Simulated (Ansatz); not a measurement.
NaPdCl2F11: reading a single point

```
CELL_PARAMETERS angstrom
5.84988 -2.01312 5.03612
-0.81360 5.80375 0.00000
-2.21774 -2.01312 5.03612
ATOMIC_POSITIONS crystal
Na 0.00000 0.00000 0.00000
F 0.34790 0.73960 0.26080
F 0.65210 0.26040 0.73920
F 0.50000 0.50000 0.50000
F 0.69850 0.20330 0.22040
F 0.30150 0.79670 0.77960
Cl 0.23130 0.49930 0.50070
Cl 0.76870 0.50070 0.49930
Pd 0.50000 0.00000 0.00000
F 0.99980 0.33440 0.33510
F 0.00020 0.66560 0.66490
F 0.30110 0.22070 0.20260
F 0.69890 0.77930 0.79740
F 0.10980 0.26620 0.73360
F 0.89020 0.73380 0.26640
```

Single point in Ansatz 0.2.0 with r2SCAN, no spin polarisation. Cutoff 500 eV, PAW datasets, 3×4×4 Γ-centred k mesh, fermi-dirac filling (width 0.0984 eV).

Q: Is there a gap?

A: It is a metal, with about 6.9 states/eV a cell as the mean within 0.25 eV of the Fermi level, mostly F p (43 %), Cl p (27 %) and Pd d (26 %).

Q: What does the stress say?

A: The pressure is -8.3 GPa (compression positive), so with the atoms held at these fractions the cell would first shrink; the forces are large, so a full relaxation may end otherwise. The principal stresses -12.3, -7.5, -5.3 GPa differ, so its shape would change too.

Q: Describe some of the short contacts.

A: Cl–F at 1.97 Å: least valence density 0.73 e/Å³ and ELF 0.42 there. F–Pd at 2.20 Å: least valence density 0.42 e/Å³ and ELF 0.13 there. Na–F at 2.26 Å: least valence density 0.12 e/Å³ and ELF 0.02 there. Both are smooth PAW fields, read partly inside the augmentation spheres.

Q: Where is the largest force?

A: The largest is on F14 (and as large on other atoms): 2.11 eV/Å, components (1.08, 1.70, -0.62). It makes 1° with the line to a nearest neighbour, Cl7 at 1.97 Å, pointing towards it.

Q: What is the formation energy?

A: -0.72 eV an atom against the elements' usual phases (free molecules for gases, crystals otherwise, with no correction for O₂ or N₂), so it is bound against them; other compounds may still compete. Relaxing would lower it.

Origin: a known structure type with other elements, at an estimated volume, so it need not be a known compound. Caveats: many states at the Fermi level without spin polarisation, so a magnetic state may lie lower; atoms or cell far from equilibrium.
